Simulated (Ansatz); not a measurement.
KBaI3 built on the cubic perovskite prototype, relaxed with r2SCAN, was run in Ansatz 0.2.0 under altered settings. All numbers are computed, without spin polarisation but where a row says otherwise.

```
K Ba I
1.0
     6.71919    0.00000    0.00000
     0.00000    6.71919    0.00000
     0.00000    0.00000    6.71919
K Ba I
1 1 3
Direct
  0.00000 0.00000 0.00000
  0.50000 0.50000 0.50000
  0.50000 0.50000 0.00000
  0.50000 0.00000 0.50000
  0.00000 0.50000 0.50000
```

The base run's other keys:
```yaml
kpoints:
  mp_grid: { grid: [4, 4, 4] }
hamiltonian:
  xc: pbe
scf:
  occupations: { method: fixed }
  n_extra_bands: 5
```

It takes 6 iterations with 6031 plane waves at 420 eV and 10 k points, and leaves a mean stress of +0.09 GPa. The gap over this mesh is 3.096 eV. It ran on 4 threads of Arm Neoverse N1, with other jobs on the host.

Outcomes, with energy and stress as changes against the base:
```
                               setting            outcome  ΔF (meV/atom)  Δ mean stress (GPa)  gap on the mesh (eV)  iterations  wall time
                  scf.mixing.beta: 1.0          converged            0.0                 0.00                 3.096           6        4 s
                 scf.mixing.beta: 0.05          converged            0.0                 0.00                 3.096           9      4.3 s
         scf.occupations: gaussian 0.5          converged            0.0                 0.00                 3.096           7      3.9 s
       kpoints.mp_grid.grid: [2, 2, 2]          converged            +24                +0.19                 3.088           7      1.8 s
    kpoints.mp_grid.shift: [0, 0, 0.5]  converged, warned           -0.1                 0.00                 3.211           6      4.8 s
               basis.ecutrho_ratio: 12          converged            0.0                 0.00                 3.096           6        5 s
                basis.ecutrho_ratio: 8          converged            0.0                 0.00                 3.096           6      4.5 s
                        accuracy: high          converged            0.0                 0.00                 3.096           9      5.3 s
                         accuracy: low          converged            0.0                 0.00                 3.096           6      4.1 s
                 scf.n_extra_bands: 24          converged            0.0                 0.00                 3.096           6      4.9 s
scf.occupations: methfessel_paxton 0.2          converged            0.0                 0.00                 3.096           7      4.2 s
                  hamiltonian.xc: hse6            refused              –                    –                     –           –     0.03 s
```
A dash marks a value that wasn't obtained or can't be compared. Stress is positive in compression. Its mean hides that meshes of lower symmetry stress the axes unequally. The base took 5.3 s.

- kpoints.mp_grid.grid: [2, 2, 2]. The free energy moves by +24 meV an atom, the mean stress by +0.19 GPa and the gap on the mesh by -0.008 eV (to 3.088). The mesh is too coarse.
- kpoints.mp_grid.shift: [0, 0, 0.5]. The free energy moves by -0.1 meV an atom, the mean stress by 0.00 GPa and the gap on the mesh by +0.115 eV (to 3.211). The mesh breaks the crystal's symmetry, so the stress, and any force that symmetry no longer fixes, lose it too. The gap changes mostly because other points are sampled; a mesh that misses a band edge overestimates it. Warned: symmetry narrowed by mesh.
- hamiltonian.xc: hse6. The program doesn't start. Error: YAML parse error: line 15 column 7: hamiltonian.xc: unknown variant `hse6`, expected one of […]

Within 1 meV an atom, 0.1 GPa and 0.005 eV of the base stay: scf.mixing.beta: 1.0; scf.mixing.beta: 0.05; scf.occupations: gaussian 0.5; basis.ecutrho_ratio: 12; basis.ecutrho_ratio: 8; accuracy: high; accuracy: low; scf.n_extra_bands: 24; scf.occupations: methfessel_paxton 0.2.

Spin-orbit coupling is left out, which matters wherever the heavy atoms make up the band edges.
